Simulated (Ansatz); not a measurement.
Input:

AlOs:
Space group Pm-3m (No. 221); a = b = c = 2.997 Å, α = β = γ = 90.00°

| atom | site | symmetry | x | y | z |
|---|---|---|---|---|---|
| Al | 1a | m-3m | 0.0000 | 0.0000 | 0.0000 |
| Os | 1b | m-3m | 0.5000 | 0.5000 | 0.5000 |

This is the r²SCAN-relaxed structure.

All from DFT-r²SCAN in the program Ansatz with PAW potentials, unless another level is named. Give the Poisson's ratio.

0.28.

What about the elastic constants (relaxed ions, GPa)?

C11 = 385, C12 = 189, C44 = 165.

The workflow started from a Materials Project entry (that database holds measured and hypothetical structures alike); the Crystallography Open Database copy checked does not list it. With Al and Os taken as one species the cell has the higher symmetry Im-3m, so it may be an ordered model of a mixed-site phase. Its standing as an ambient phase is unchecked. The r²SCAN relaxation kept the symmetry of its start; of distortions, only those at the zone centre were tested. No spin polarisation was allowed. As this level gives no gap, shear constants depend on the k-mesh and smearing (Fermi–Dirac, 0.1 eV here). Scalar-relativistic: spin–orbit coupling is off unless named, which matters more the heavier the elements.

Potentials: the later of the program's two PAW sets.
